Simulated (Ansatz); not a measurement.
YN:
```cif
data_NY
_chemical_formula_sum 'Y1 N1'
_space_group_name_H-M_alt 'P 1'
_space_group_IT_number 1
_cell_length_a 3.46188
_cell_length_b 3.46188
_cell_length_c 3.46188
_cell_angle_alpha 60.000
_cell_angle_beta 60.000
_cell_angle_gamma 60.000
loop_
_space_group_symop_operation_xyz
  'x, y, z'
loop_
_atom_site_label
_atom_site_type_symbol
_atom_site_fract_x
_atom_site_fract_y
_atom_site_fract_z
_atom_site_occupancy
Y1 Y 0.00000 0.00000 0.00000 1
N1 N 0.50000 0.50000 0.50000 1
```

Relaxed with r²SCAN.

Problem. Tabulate the valence density and the electron localisation function along the shortest Y–Y contact (3.46 Å), r²SCAN (plane waves, PAW; program Ansatz).

Solution. 

```tsv
distance from Y (Å)	density (e/Å³)	ELF
0.35	3.71	0.72
0.52	3.18	0.84
0.69	2.02	0.85
0.87	1.00	0.74
1.04	0.43	0.38
1.21	0.20	0.09
1.38	0.12	0.05
1.56	0.10	0.06
1.73	0.10	0.07
1.90	0.10	0.06
2.08	0.12	0.05
2.25	0.20	0.09
2.42	0.43	0.38
2.60	1.00	0.74
2.77	2.02	0.85
2.94	3.18	0.84
3.12	3.71	0.72
```

The density is the valence pseudo-density with augmentation charge, so density and ELF within about 1 Å of a nucleus are not all-electron values.

Space group Fm-3m (rock salt). The cell was relaxed with r²SCAN under the symmetry of its start. The run is not spin-polarised.

Potentials: the later of the program's two PAW sets.
